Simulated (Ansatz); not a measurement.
CsGeI3:
```cif
data_CsGeI3
_chemical_formula_sum 'I3 Cs1 Ge1'
_space_group_name_H-M_alt 'P 1'
_space_group_IT_number 1
_cell_length_a 6.04976
_cell_length_b 6.04976
_cell_length_c 6.04976
_cell_angle_alpha 88.402
_cell_angle_beta 88.402
_cell_angle_gamma 88.402
loop_
_space_group_symop_operation_xyz
  'x, y, z'
loop_
_atom_site_label
_atom_site_type_symbol
_atom_site_fract_x
_atom_site_fract_y
_atom_site_fract_z
_atom_site_occupancy
I1 I 0.50603 0.99734 0.50603 1
I2 I 0.50603 0.50603 0.99734 1
I3 I 0.99734 0.50603 0.50603 1
Cs1 Cs 0.00991 0.00991 0.00991 1
Ge1 Ge 0.54271 0.54271 0.54271 1
```

Relaxed with r²SCAN.

Question: Tabulate the valence density and the electron localisation function along the shortest I–Ge contact (2.76 Å), r²SCAN in the plane-wave PAW code Ansatz.

Answer: 

```
distance from I (Å)  density (e/Å³)   ELF
-------------------  --------------  ----
0.28                          14.96  0.15
0.41                          10.21  0.21
0.55                           5.25  0.35
0.69                           2.06  0.49
0.83                           1.04  0.56
0.96                           0.79  0.59
1.10                           0.59  0.65
1.24                           0.47  0.68
1.38                           0.39  0.65
1.52                           0.36  0.57
1.65                           0.38  0.47
1.79                           0.46  0.40
1.93                           0.67  0.38
2.07                           1.25  0.32
2.21                           3.05  0.18
2.34                           8.97  0.07
2.48                          23.70  0.02
```

The density is the valence pseudo-density with augmentation charge, so density and ELF within about 1 Å of a nucleus are not all-electron values.

Space group R3m. The workflow started from an entry of the Crystallography Open Database (COD, 293 K). Its standing as an ambient phase is unchecked. Symmetry was held in the r²SCAN relaxation; its stability against distortions is not shown here. Scalar-relativistic: spin–orbit coupling is off unless named, which matters more the heavier the elements.

Potentials: the later of the program's two PAW sets.
